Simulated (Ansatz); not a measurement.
Input:

PbTe (rock salt)

```
PbTe
1.0
    0.00000     3.26735     3.26735
    3.26735     0.00000     3.26735
    3.26735     3.26735     0.00000
Te Pb
1 1
Direct
  0.00000   0.00000   0.00000
  0.50000   0.50000   0.50000
```

This relaxed cell (volume V₀) is scaled evenly in all directions, its shape held. Symmetry pins the atoms to their sites.

These are r2SCAN (plane waves to 500 eV, PAW, scalar-relativistic; Ansatz, an electronic-structure program) values and carry that method's errors. k mesh 9×9×9 (Γ-centred), Fermi-Dirac smearing 0.05 eV. E stands for the smeared free energy. Compression counts positive. PbTe was relaxed with its symmetry unable to fall. Spin-orbit coupling is left out, though Pb and Te are heavy. The zero of ΔE is the relaxed starting cell.

The scan covers V/V₀ from 0.840 to 1.160 in 11 points.

Task: What is the fitted pressure derivative B₀′?

Result: 4.5.

Task: What bulk modulus B₀ follows from a third-order Birch-Murnaghan fit?

Result: 42.1 GPa.

(Under strain, the slope of the energy per volume gives the stress and its curvature an elastic modulus.)
